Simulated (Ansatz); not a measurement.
SnO2 (rutile)

```
CELL_PARAMETERS angstrom
      4.76919     0.00000     0.00000
      0.00000     4.76919     0.00000
      0.00000     0.00000     3.21201
ATOMIC_POSITIONS crystal
  Sn 0.00000 0.00000 0.00000
  Sn 0.50000 0.50000 0.50000
  O  0.30628 0.30628 0.00000
  O  0.80628 0.19372 0.50000
  O  0.19372 0.80628 0.50000
  O  0.69372 0.69372 0.00000
```

This relaxed cell (volume V₀) is scaled evenly in all directions, its shape held. The atoms relax within the cell's symmetry.

The numbers are results of PBEsol (plane waves to 420 eV, PAW, scalar-relativistic; Ansatz, a first-principles code), not measurements. k mesh 7×7×11 (Γ-centred), Fermi-Dirac smearing 0.05 eV. The energy includes the smearing's −TS. With the shape held, the modulus is that of even scaling; a crystal free to change shape is softer. SnO2 was relaxed with its symmetry unable to fall. The zero of ΔE is the relaxed starting cell.

```csv
V (Å³/atom),ΔE (meV/atom)
10.959,91.4
11.202,56.1
11.446,30.2
11.689,12.9
11.933,3.1
12.176,0.0
12.420,2.8
12.663,11.0
12.907,23.7
13.150,40.7
13.394,61.2
```

Q: What is the fitted pressure derivative B₀′?

A: 5.0.

Q: What bulk modulus at fixed cell shape B₀ follows from a third-order Birch-Murnaghan fit?

A: 195 GPa. Check by three points about V = 12.176 Å³/atom, step 0.244: d²E/dV² ≈ (3.1 − 2·0.0 + 2.8) meV / 0.244² = 0.0995 eV/Å⁶, and V·d²E/dV² × 160.2 = 194 GPa.

(Under strain, the slope of the energy per volume gives the stress and its curvature an elastic modulus.)
